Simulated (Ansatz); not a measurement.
Bi:
```
Bi
1.0
    4.52007     0.00000     0.00000
    0.00000     4.52006     0.00000
   -0.00149     0.00000     6.49845
Bi
4
Direct
  0.75015   0.75000   0.78127
  0.24985   0.25000   0.21873
  0.74986   0.75000   0.28127
  0.25014   0.25000   0.71873
```

Relaxed with PBEsol. Special points in fractions of this cell's reciprocal vectors: Γ (0.000, 0.000, 0.000); Z (0.000, 0.500, 0.000); D (0.000, 0.500, 0.500); B (0.000, 0.000, 0.500); A (-0.500, 0.000, 0.500); E (-0.500, 0.500, 0.500); C2 (-0.500, 0.500, 0.000); Y2 (-0.500, 0.000, 0.000).

Q: List the band energies nearest the Fermi level at these points for plane-wave PAW PBEsol (Ansatz code).

A: In eV from the Fermi level; about four levels below and three above (degenerate sets whole), none deeper than 8.9 eV; points with the same levels are listed once.

```json
[
 {"k": "Γ", "below": "-3.16 -3.16 -1.36 -1.31 -1.31", "above": "2.65 3.25 3.36 3.36"},
 {"k": "Z", "below": "-1.07 -1.07 -0.92 -0.92", "above": "0.95 0.95 1.16 1.16"},
 {"k": "D", "below": "-0.15 -0.15 -0.15 -0.15", "above": "0.26 0.26 0.26 0.26"},
 {"k": "B", "below": "-2.39 -2.39 -2.39 -2.39 -1.92 -1.92", "above": "2.11 2.11 3.40 3.40"},
 {"k": "A", "below": "-0.15 -0.15 -0.15 -0.15", "above": "0.25 0.25 0.26 0.26"},
 {"k": "E", "below": "-4.36 -4.36 -4.36 -4.36", "above": "0.10 0.10 0.10 0.10"},
 {"k": "C2", "below": "-3.19 -3.19 -3.18 -3.18", "above": "2.15 2.15 5.01 5.01"}
]
```

Space group P4/nmm. The workflow started from a Materials Project entry (that database holds measured and hypothetical structures alike); the Crystallography Open Database copy checked does not list it. It is not the phase usual at ambient conditions (space group No. 166). The PBEsol relaxation kept the symmetry of its start. At this level the phase is dynamically unstable (imaginary phonons). Point labels and valley counts follow the cell and symmetry of the run, lower than the named group. Spin–orbit coupling is left out wherever it is not named.

Potentials: the later of the program's two PAW sets.
